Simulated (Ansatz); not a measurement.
NbB2: how the axes shrink under pressure

NbB2, P6/mmm, a = 3.094 Å, c = 3.292 Å. The structure is a Materials Project entry; whether it is the stable form wasn't checked. Ansatz: PBEsol, PAW, 420 eV, Γ-centred 15×15×12 mesh on 3 atoms, Gaussian smearing 0.10 eV; no spin polarisation. Cell and atoms are relaxed at each pressure, and no other structure is tried, so the rows at high pressure may lie past a change of phase. y = 100 ln(c/c0) with c0 = 3.2915 Å, so nearly a change in per cent. The pressures are the targets, met within 0.04 GPa.

```tsv
P (GPa)	y	100 ln(a/a0)
-1.0	?	?
0.0	0.00	0.00
1.0	-0.13	-0.10
4.0	-0.50	-0.40
12.0	-1.42	-1.14
25.0	-2.75	-2.22
50.0	-4.84	-4.00
90.0	-7.57	-6.24
```

Problem. Fit y = c1 P + c2 P² to the other rows, give the linear compressibility along c, and predict the missing y.

Solution. Least squares on the rows shown. y = −0.1169 P + 0.0003665 P². The linear compressibility along c is −c1/100 = 1.17 per TPa, against 0.95 along a from the same fit to the last column (its missing entry is 0.10): the crystal is softer along c at low pressure. The runs next to zero pressure give 1.34 and 0.99, so a parabola over the whole range misstates the start. With a term in P³ added, the coefficient of P becomes -0.1273, 9 % more, which shows how far this figure hangs on the form. At P = -1.0 the fit asked for gives 0.12. The run gave 0.14, so the fit is 0.02 too low, within the rms miss on the fitted rows (0.05): the form describes this series only roughly.

The mesh isn't the same in all rows (15×15×12, 18×18×14).